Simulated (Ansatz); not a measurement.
According to plane-wave PAW r²SCAN (Ansatz code), I in the molecular I2 type structure (Cmce) relaxes to a = 7.744 Å, b = 4.635 Å, c = 9.854 Å.

It is gapped at this level: 1.23 eV (indirect).

Symmetry was held in the r²SCAN relaxation. A crystal of weakly bound units computed without a dispersion correction: the cell and the soft elastic constants depend strongly on that. Scalar-relativistic: spin–orbit coupling is off unless named, which matters more the heavier the elements.

Potentials: the later of the program's two PAW sets.
